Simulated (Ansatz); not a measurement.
IrW:
```yaml
crystal:
  lattice:
    - [3.15305, 0.00000, 0.00000]
    - [0.00000, 3.15305, 0.00000]
    - [0.00000, 0.00000, 3.15305]
  atoms:
    - { symbol: Ir, position: [0.00000, 0.00000, 0.00000] }
    - { symbol: W, position: [0.50000, 0.50000, 0.50000] }
```

Relaxed with PBE. Special points in fractions of this cell's reciprocal vectors: Γ (0.000, 0.000, 0.000); X (0.000, 0.500, 0.000); M (0.500, 0.500, 0.000); R (0.500, 0.500, 0.500).

Question: List the band energies nearest the Fermi level at these points for DFT-PBE with spin–orbit coupling in the program Ansatz with PAW potentials.

Answer: In eV from the Fermi level; about four levels below and three above (degenerate sets whole), none deeper than 8.9 eV; points with the same levels are listed once.

```json
[
 {"k": "Γ", "below": "-3.30 -3.30 -3.30 -3.30 -2.60 -2.60", "above": "0.58 0.58 0.58 0.58"},
 {"k": "X", "below": "-1.19 -1.19 -0.66 -0.66", "above": "0.19 0.19 1.26 1.26"},
 {"k": "M", "below": "-0.23 -0.23 -0.21 -0.21", "above": "1.05 1.05 2.81 2.81"},
 {"k": "R", "below": "-0.43 -0.43 -0.43 -0.43", "above": "3.05 3.05 3.05 3.05"}
]
```

Space group Pm-3m (CsCl type). The start of the workflow was typed in or built on a structure type; neither database checked (COD, Materials Project) lists it. COD files the formula under space group No. 51, so this cell is another polymorph or a model. Its standing as an ambient phase is unchecked. Symmetry was held in the PBE relaxation; its stability against distortions is not shown here. No spin polarisation was allowed. Its formation energy is positive at this level, so the cell may be metastable or incomplete.

Potentials: the earlier of the program's two PAW sets.
